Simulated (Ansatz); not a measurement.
MoS$_{2}$ in space group R3m (No. 160; Mo on 3a, S on 3a, S on 3a), the program Ansatz at the LDA level (PAW). The conduction-band minimum lies on the Γ–S0 line, 54 % of the way from Γ, with 6 equivalent valleys. Second derivatives d²E/dk² of the lowest band at one valley (eV·Å²), along Cartesian directions:

```csv
direction,d²E/dk²
[100],11.16
[010],12.47
[001],16.57
[110],10.68
[101],13.42
[011],14.27
```

Q: Find the principal effective masses, the density-of-states mass and the conductivity mass.

A: Off-diagonal terms follow from H_xy = H[110] − (H_xx + H_yy)/2, and m*/mₑ = 7.620 eV·Å² over each eigenvalue: 0.46, 0.58, 0.73. One valley's DOS mass (m₁m₂m₃)^(1/3) = 0.58, conductivity mass 3/(Σ 1/mᵢ) = 0.57 mₑ.

Q: What effective density of states Nc follows at 300 K for parabolic valleys?

A: Nc = 2.509e19 × 6 × (0.58)^(3/2) ≈ 6.7e19 cm⁻³.

Q: With the computed static dielectric constant 13.2 (mean of the diagonal), estimate a hydrogenic donor's binding energy and radius.

A: E = 13.606 eV × 0.57/13.2² ≈ 45 meV; a = 0.529 Å × ε/m* ≈ 12 Å. Semilocal masses tend to be too small when the gap is underestimated.

Symmetry was held in the LDA relaxation. The run is not spin-polarised. A crystal of weakly bound layers computed without a dispersion correction: the cell and the soft elastic constants depend strongly on that. Scalar-relativistic: spin–orbit coupling is off unless named, which matters more the heavier the elements.

Potentials: the earlier of the program's two PAW sets. The files were generated under PBE; for other functionals the program regenerates the frozen cores, and for LDA and PBEsol the local potential too.
